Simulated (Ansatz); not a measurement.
# Two states of NiCl₄

```yaml
crystal:
  lattice:
    - [6.17626, 1.05521, 1.69197]
    - [-1.70017, 5.34849, 0.07330]
    - [0.96305, -0.25394, 7.58206]
  atoms:
    - { symbol: Cl, position: [0.46463, 0.48012, 0.79903] }
    - { symbol: Cl, position: [0.65938, 0.05954, 0.78268] }
    - { symbol: Cl, position: [0.11446, 0.16173, 0.53149] }
    - { symbol: Cl, position: [0.31844, 0.20977, 0.13343] }
    - { symbol: Ni, position: [0.58267, 0.74558, 0.10475] }
    - { symbol: Ni, position: [0.95681, 0.65650, 0.70990] }
    - { symbol: Cl, position: [0.85581, 0.36322, 0.32721] }
    - { symbol: Cl, position: [0.11968, 0.74004, 0.06033] }
    - { symbol: Cl, position: [0.43017, 0.62047, 0.48428] }
    - { symbol: Cl, position: [0.01594, 0.22867, 0.93089] }
```

Single point in Ansatz 0.2.0 with PBE. Cutoff 420 eV, PAW datasets, 3×3×3 (shifted by 0, 0.5, 0.5 steps) k mesh, fermi-dirac filling (width 0.1 eV).

State A: Cl1 down, Cl2 down, Ni5 down, Ni6 down, Cl7 down, Cl8 down, Cl10 down (collinear spin). State B: Ni5 up, Ni6 down, Cl7 down, Cl8 down, Cl10 down (collinear spin).

Compare the two self-consistent states.

State A is lower by 5.7 meV an atom at zero smearing; in free energy at this smearing B lies +4.1 meV an atom from A. So small a gap isn't resolved on this mesh where a state is a metal.

```csv
state,free energy (meV/atom),largest moment in a small sphere (μB),net moment (μB/cell),gap on mesh (eV),pressure (GPa),largest force (eV/Å)
A,0.0,1.30,5.62,metal,-2.3,1.68
B,4.1,1.31,2.21,metal,-2.3,1.65
```

Origin: a disordered cell, so it need not be a known compound. Caveats: semilocal functionals often miss the gap of such magnets; the k mesh is coarse if the cell is a metal; atoms or cell far from equilibrium.
